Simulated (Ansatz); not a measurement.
A: CsSnI3 (cubic perovskite), a = 6.1304 Å, b = 6.1304 Å, c = 6.1304 Å, α = 90.00°, β = 90.00°, γ = 90.00°
B: Pd (fcc, Cu type), a = b = c = 3.8757 Å, α = β = γ = 90.00°
C: CdTe (zinc blende), a = 6.489 Å, b = 6.489 Å, c = 6.489 Å, α = 90.00°, β = 90.00°, γ = 90.00°
D: MgO (rock salt), a = b = c = 4.2141 Å, α = β = γ = 90.00°

Scan: energy over volume and axial ratio (atoms clamped). One method and one kind of scan serve all of them; meshes and ranges differ. All were relaxed with their symmetry unable to fall. Pd is run without spin polarisation. Spin-orbit coupling is left out. This is a high-temperature form of CsSnI3.

Task: Rank these by shear modulus C′ = (C11 − C12)/2 (fitted) (highest first), as PBEsol (plane waves to 420 eV, PAW, scalar-relativistic; Ansatz, an electronic-structure program) gives it.

Result: D (102 GPa), B (31 GPa), A (20 GPa), C (9 GPa)

(Under strain, the slope of the energy per volume gives the stress and its curvature an elastic modulus.)
